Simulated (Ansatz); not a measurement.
ZnO with sulfur replacing O: gradients before and after relaxing the atoms

Start: a supercell of ZnO (wurtzite type, P6_3mc) built from an entry of the Crystallography Open Database (COD), with all atoms left at the host's positions.

```
Zn S O
1.0
     6.49862    0.00000    0.00000
    -4.87396    8.44195    0.00000
     0.00000    0.00000   10.41142
Zn S O
24 1 23
Direct
  0.16667 0.22222 0.25000
  0.16667 0.22222 0.75000
  0.16667 0.55556 0.25000
  0.16667 0.55556 0.75000
  0.16667 0.88889 0.25000
  0.16667 0.88889 0.75000
  0.66667 0.22222 0.25000
  0.66667 0.22222 0.75000
  0.66667 0.55556 0.25000
  0.66667 0.55556 0.75000
  0.66667 0.88889 0.25000
  0.66667 0.88889 0.75000
  0.33333 0.11111 0.00000
  0.33333 0.11111 0.50000
  0.33333 0.44444 0.00000
  0.33333 0.44444 0.50000
  0.33333 0.77778 0.00000
  0.33333 0.77778 0.50000
  0.83333 0.11111 0.00000
  0.83333 0.11111 0.50000
  0.83333 0.44444 0.00000
  0.83333 0.44444 0.50000
  0.83333 0.77778 0.00000
  0.83333 0.77778 0.50000
  0.33333 0.11111 0.18951
  0.33333 0.11111 0.68951
  0.33333 0.44444 0.18951
  0.33333 0.44444 0.68951
  0.33333 0.77778 0.18951
  0.33333 0.77778 0.68951
  0.83333 0.11111 0.18951
  0.83333 0.11111 0.68951
  0.83333 0.44444 0.18951
  0.83333 0.44444 0.68951
  0.83333 0.77778 0.18951
  0.83333 0.77778 0.68951
  0.16667 0.22222 0.43950
  0.16667 0.22222 0.93951
  0.16667 0.55556 0.43950
  0.16667 0.55556 0.93951
  0.16667 0.88889 0.43950
  0.16667 0.88889 0.93951
  0.66667 0.22222 0.43950
  0.66667 0.22222 0.93951
  0.66667 0.55556 0.43950
  0.66667 0.55556 0.93951
  0.66667 0.88889 0.43950
  0.66667 0.88889 0.93951
```

Atom numbers follow the list; atoms alike are taken as one site, whose name carries the number of the first.

Computed with Ansatz: DFT, PBE, plane waves and PAW, scalar-relativistic, 420 eV cutoff, Γ-centred 3×2×2 k-points, Fermi–Dirac smearing 0.01 eV.

The largest force at the start is 4.5 eV/Å. Relaxing the ions at fixed cell moves them by 0.308 Å at most (atom 13, Zn) and 0.091 Å rms.

| site | atom | moved (Å) | first shell before | first shell after | V_zz before (10²¹ V/m²) | η before |
| --- | --- | --- | --- | --- | --- | --- |
| Zn1 | 1 | 0.199 | 3 O at 1.97–1.98 Å, 1 S at 1.98 Å | 3 O at 1.95–1.96 Å, 1 S at 2.21 Å | -4.16 | 0.06 |
| Zn3 | 3 | 0.045 | 4 O at 1.97–1.98 Å | 4 O at 1.94–1.98 Å | 0.16 | 0.77 |
| Zn5 | 5 | 0.265 | 3 O at 1.97–1.98 Å, 1 S at 1.98 Å | 3 O at 1.96–1.97 Å, 1 S at 2.22 Å | -4.17 | 0.03 |
| Zn7 | 7 | 0.212 | 3 O at 1.97–1.98 Å, 1 S at 1.98 Å | 3 O at 1.95–1.97 Å, 1 S at 2.21 Å | -4.16 | 0.06 |
| Zn8 | 8 | 0.087 | 4 O at 1.97–1.98 Å | 4 O at 1.96–1.98 Å | 0.058 | 0.26 |
| Zn9 | 9 | 0.063 | 4 O at 1.97–1.98 Å | 4 O at 1.95–1.98 Å | -0.10 | 0.80 |
| Zn11 | 11 | 0.047 | 4 O at 1.97–1.98 Å | 4 O at 1.96–1.99 Å | -0.033 | 0.90 |
| Zn13 | 13 | 0.308 | 1 S at 1.97 Å, 3 O at 1.98 Å | 3 O at 1.96–1.97 Å, 1 S at 2.24 Å | -4.10 | 0.00 |
| Zn21 | 21 | 0.014 | 4 O at 1.97–1.98 Å | 4 O at 1.97–1.98 Å | 0.11 | 0.33 |
| Zn23 | 23 | 0.018 | 4 O at 1.97–1.98 Å | 4 O at 1.97–1.98 Å | 0.11 | 0.28 |
| S | 25 | 0.052 | 4 Zn at 1.97–1.98 Å | 4 Zn at 2.21–2.24 Å | 0.11 | 0.17 |
| O29 | 29 | 0.035 | 4 Zn at 1.97–1.98 Å | 4 Zn at 1.94–1.98 Å | -0.56 | 0.67 |
| O35 | 35 | 0.079 | 4 Zn at 1.97–1.98 Å | 4 Zn at 1.96–1.98 Å | -0.50 | 0.80 |
| O37 | 37 | 0.099 | 4 Zn at 1.97–1.98 Å | 4 Zn at 1.96–1.98 Å | -0.73 | 0.26 |
| O38 | 38 | 0.099 | 4 Zn at 1.97–1.98 Å | 4 Zn at 1.96–1.97 Å | -0.86 | 0.16 |
| O44 | 44 | 0.097 | 4 Zn at 1.97–1.98 Å | 4 Zn at 1.96–1.98 Å | -0.86 | 0.16 |

Task: How do the gradients change?

Result: 

```tsv
site	atom	V_zz after	η after	change of V_zz
Zn1	1	1.76	0.25	+5.92
Zn3	3	1.20	0.56	+1.04
Zn5	5	2.61	0.47	+6.78
Zn7	7	1.90	0.41	+6.06
Zn8	8	-1.06	0.94	–
Zn9	9	-1.35	0.63	–
Zn11	11	-1.31	0.98	–
Zn13	13	3.30	0.02	+7.40
Zn21	21	1.20	0.41	+1.09
Zn23	23	1.22	0.66	–
S	25	-1.24	0.72	–
O29	29	-1.85	0.90	-1.29
O35	35	1.48	0.92	–
O37	37	-1.33	0.39	-0.60
O38	38	-1.93	0.84	-1.07
O44	44	-1.93	0.85	-1.07
```

The largest change of V_zz along a kept axis is on Zn13, from -4.10 to 3.30. Small gradients that grow severalfold: Zn3 (0.16 to 1.20), Zn23 (0.11 to 1.22), Zn21 (0.11 to 1.20), S (0.11 to -1.24) and 8 more sites. Where |V_zz| stays above 0.1 and the axes keep their order, η moves most on O44, from 0.16 to 0.85. On Zn3, Zn21, O34, O28, O30, O36, Zn15 (not all in the table) V_xx and V_yy change places (or their axes turn by over 50°), so the two values of η hide a larger change. V_zz changes sign on Zn5 (same axis), Zn7 (same axis), Zn1 (same axis), Zn13 (same axis), Zn19 (axis turned by 35°) (not all in the table). On O35, Zn23, S, Zn9, Zn8, Zn11, O47, O45 and 10 more sites (not all in the table) the largest principal value lies along another axis in the second run, so the two V_zz can't be compared directly. The table leaves out 32 of the 48 sites, with |V_zz| up to 3.20; their tensors move by 2.09 at most along any direction. The statements above cover all sites. The host's own positions weren't relaxed first, so part of the change far from the defect can be the host's relaxation.

The defect repeats with the cell of 48 atoms, so it feels its images: sites between two images don't show the values beside a lone defect, and zeros or small values of η there can come from the images' arrangement. O and Zn carry a gradient in the pure host already, so the values there aren't the defect's effect alone.
Before: With a gap of 0.9 eV on this mesh, small gradients can still move by 0.1 × 10²¹ V/m² or more as the k-mesh gets denser. The cell keeps the host's lattice, where the PBE pressure is 9 GPa. The neighbours have not yet relaxed around the defect (largest force 4.5 eV/Å), so the values at and beside it are those of a strained start, not of the defect in a real crystal.
After: With a gap of 0.7 eV on this mesh, small gradients can still move by 0.1 × 10²¹ V/m² or more as the k-mesh gets denser. The cell keeps the host's lattice, where the PBE pressure is 8 GPa.
